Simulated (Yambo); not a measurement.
Be2C (space group Fm-3m, No. 225) under isotropic strain of -1.5 % on all lattice vectors; a = b = c = 3.0061 Å, α = β = γ = 60.00°. With the G0W0 scissor the direct gap on the mesh is 5.52 eV.

Q: Does this run resolve the lowest exciton, and if so, what are its energy and binding? (Yambo, PBEsol bands; 10×10×10 mesh, 3 valence and 3 conduction bands, static screening with 13 bands and a 4 Ry block, scissor 1.30 eV, Tamm-Dancoff.)

A: No. The lowest state covers only about 1 of the 1000 k points, so the mesh doesn't resolve it: its energy and its distance from the direct gap are mesh artefacts. An extended exciton needs a far denser mesh. The scissor comes from a G0W0 run whose convergence isn't established. 

Geometry strained from the cell relaxed with PBEsol, atoms relaxed again.
